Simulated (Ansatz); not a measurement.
TiW:
```
TiW
1.0
    1.56974    -2.25324     0.00000
    1.56974     2.25324     0.00000
    0.00000     0.00000     4.41886
Ti W
1 1
Direct
  0.00000   0.00000   0.00000
  0.50000   0.50000   0.50000
```

Relaxed with PBEsol. Special points in fractions of this cell's reciprocal vectors: Γ (0.000, 0.000, 0.000); Y (-0.500, 0.500, 0.000); C0 (-0.371, 0.629, 0.000); Σ0 (0.371, 0.371, 0.000); Z (0.000, 0.000, 0.500); A0 (0.371, 0.371, 0.500); E0 (-0.371, 0.629, 0.500); T (-0.500, 0.500, 0.500); S (0.000, 0.500, 0.000); R (0.000, 0.500, 0.500).

Question: List the band energies nearest the Fermi level at these points for PBEsol in the plane-wave PAW code Ansatz.

Answer: In eV from the Fermi level; about four levels below and three above (degenerate sets whole), none deeper than 8.9 eV; points with the same levels are listed once.

```tsv
k	below	above
Γ	-7.74 -4.17 -2.00	0.29 0.39 0.76
Y	-4.75 -3.92 -3.37 -1.64	1.32 3.11 3.75
C0	-3.13 -2.69 -1.83 -0.18	2.67 2.86 3.45
Z	-6.43 -4.11 -1.65 -0.88	0.20 0.46 2.25
A0	-1.79 -1.39 -1.31 -0.88	3.37 3.50 3.52
T	-4.04 -2.92 -1.83 -1.26	0.31 1.18 1.29
S	-1.88 -1.40 -0.66 -0.05	2.67 2.74 3.56
R	-4.60 -4.13 -2.05 -1.05	1.46 1.59 3.00
```

Space group Cmmm. The first step of the workflow began from a Materials Project structure, measured or hypothetical; the Crystallography Open Database copy checked does not list it. With Ti and W taken as one species the cell has the higher symmetry Im-3m, so it may be an ordered model of a mixed-site phase. Its standing as an ambient phase is unchecked. The PBEsol relaxation kept the symmetry of its start; whether a distortion lowers the energy is not shown. No spin polarisation was allowed. Spin–orbit coupling is left out wherever it is not named.

Potentials: the later of the program's two PAW sets.
